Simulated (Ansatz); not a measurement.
This Li3ScCl3 structure is the end of a relaxation. The cell was found from a structure generator's guess, not taken from experiment.

Level of theory: DFT PBE, scalar-relativistic, plane waves, PAW (Ansatz 0.2.0). Cutoff 420 eV, Γ-centred mesh, Gaussian smearing, collinear spin.

```xyz
14
Lattice="3.6103 0.0000 0.0000 -1.8052 3.1266 0.0000 0.0000 0.0000 25.9472" Properties=species:S:1:pos:R:3 pbc="T T T"
Li    0.0000    0.0000   22.0313
Li    0.0000    0.0000    9.0577
Li    0.0000    2.0844   25.4500
Li    1.8052    1.0422   12.4764
Li    0.0000    2.0844   15.8425
Li    1.8052    1.0422    2.8689
Sc    0.0000    2.0844    6.2123
Sc    1.8052    1.0422   19.1859
Cl    0.0000    0.0000   16.9699
Cl    0.0000    0.0000    3.9963
Cl    0.0000    2.0844   23.1718
Cl    1.8052    1.0422   10.1982
Cl    0.0000    2.0844   13.5714
Cl    1.8052    1.0422    0.5978
```

The zero of energy is the elements' standard structures at the same level (Cl₂ as a molecule); no fitted shifts are applied.

(1) What space group does it have?

(2) How far does it lie from the elements in energy?

(3) Is it a metal?

(4) Which magnetic moments does it keep?

(5) From what recipe could a structure generator have reached it?

Results:

(1) P6_3mc (No. 186). Conventional cell: a = 3.610 Å, c = 25.947 Å. Li on its first site is surrounded by 3 Cl at 2.38 Å; around Li on its second site lie 4 Cl at 2.28–2.35 Å; Sc is surrounded by 3 Cl at 3.04 Å; around Cl on its first site lie 3 Li at 2.37 Å and 3 Sc at 3.04 Å; 3 more sites not described.

(2) −1.33 eV/atom. A negative formation energy is needed for stability but isn't enough: competing phases decide.

(3) Yes, bands cross the Fermi level on the 12×12×2 mesh.

(4) 0.15 μB per atom net, the space between the atoms included; by site: Sc 0.5 (×2) μB.

(5) One such recipe: 4-connected net, two elements alternating, guests in its cages (P6_3mc, No. 186). Other recipes can lead to the same cell.

The last run used collinear spin, a 12×12×2 mesh (in the run's order of axes) for its 14-atom cell and Gaussian smearing of 0.10 eV. The magnetic state reached may not be the lowest. Symmetry constrained the relaxation, so the result can be a saddle point.
